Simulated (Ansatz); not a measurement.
PbSe (rock salt)

```xyz
2
Lattice="0.0000 3.0890 3.0890 3.0890 0.0000 3.0890 3.0890 3.0890 0.0000" Properties=species:S:1:pos:R:3 pbc="T T T"
Se     0.0000     0.0000     0.0000
Pb     3.0890     3.0890     3.0890
```

Scan: atom 2 (Pb, nearest neighbour Se at 3.089 Å; its periodic images, 4.4 Å or more away, move with it) is displaced towards the nearest neighbour, direction (0.000, 0.000, 1.000) in Cartesian axes, by s. The other atoms stay.

The numbers are results of r2SCAN (plane waves to 500 eV, PAW, scalar-relativistic; Ansatz, an electronic-structure program), not measurements. k mesh 8×8×8 (Γ-centred), Fermi-Dirac smearing 0.05 eV. The energy includes the smearing's −TS. PbSe was relaxed with its symmetry unable to fall. Spin-orbit coupling is left out, though Pb is heavy. The zero of ΔE is the undisplaced structure.

Successive frames, forces in eV/Å:

| frame | ΔE (meV/cell) | F on Se1 | F on Pb2 |
|---|---|---|---|
| s = -0.062 Å | 0.3 | (0.000, 0.000, -0.012) | (0.000, 0.000, 0.012) |
| s = 0.000 Å | 0.0 | (0.000, 0.000, 0.000) | (0.000, 0.000, 0.000) |
| s = 0.062 Å | 0.3 | (0.000, 0.000, 0.012) | (0.000, 0.000, -0.012) |
| s = 0.124 Å | 1.9 | (0.000, 0.000, 0.044) | (0.000, 0.000, -0.044) |

Q: What are the energy and the forces in the next frame, s = 0.186 Å?

A: ΔE (meV/cell) = 6.6.

| atom | Fx | Fy | Fz |
|---|---|---|---|
| Se1 | 0.000 | 0.000 | 0.115 |
| Pb2 | 0.000 | 0.000 | -0.115 |

(A displaced cell: forces are minus the slopes of the energy, force constants its curvatures, and phonons follow from these.)
